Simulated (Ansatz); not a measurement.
The elements of this relaxed trial crystal are hidden behind letters.

```
lattice vectors (Å)
   4.3042    0.0000    0.0000
   0.0000    4.3042    0.0000
   0.0000    0.0000   18.2654
fractional positions
X 0.0000 0.0000 0.8343
X 0.5000 0.5000 0.6680
X 0.5000 0.5000 0.3320
X 0.0000 0.0000 0.1657
X 0.5000 0.5000 0.0000
Z 0.0000 0.0000 0.5000
Q 0.0000 0.0000 0.6699
Q 0.5000 0.5000 0.5000
Q 0.0000 0.0000 0.3301
Q 0.5000 0.5000 0.1662
Q 0.0000 0.0000 0.0000
Q 0.5000 0.5000 0.8338
```

All numbers below come from DFT PBE, scalar-relativistic, plane waves, PAW (Ansatz). Settings of the last relaxation (12-atom cell): 420 eV, 8×8×2 k points, Gaussian smearing of 0.02 eV, no spin polarisation.

| Property | Result |
| --- | --- |
| Space group | P4/mmm (No. 123) |
| Conventional cell | a = 4.304 Å, c = 18.265 Å |
| Volume per atom | 28.20 Å³ |
| Density | 6.25 g/cm³ |
| Formation energy | −0.453 eV/atom |
| Gap on the 8×8×2 mesh of the 12-atom cell | 0.25 eV |

Energies are uncorrected and count from the elements' standard states at the same level.

Task: X is a p-block element of period 5, Z is a p-block element of period 6 and Q is a p-block element of period 4. Which elements are they?

Result: X = Sn, Z = Pb, Q = Se, so the formula is Sn5PbSe6. Density times volume gives a mean mass of 6.25 × 28.20/1.6605 = 106.1 u per atom, and this set has 106.2 u. Sn on a site of symmetry 4mm is surrounded by 6 Se at 3.00–3.04 Å; Pb has 6 Se at 3.04–3.10 Å; Se on a site of symmetry 4mm has 5 Sn at 3.00–3.04 Å and 1 Pb at 3.10 Å; 5 more sites not described. Other sets within the hints have nearly the same mass, so mass alone doesn't settle it; this one was computed.

These runs have no spin–orbit coupling, which can matter for Pb. Kohn–Sham gaps at this level usually fall short of measured ones. The missing spin–orbit coupling can work the other way here. A structure relaxed within its symmetry needn't be a true minimum.
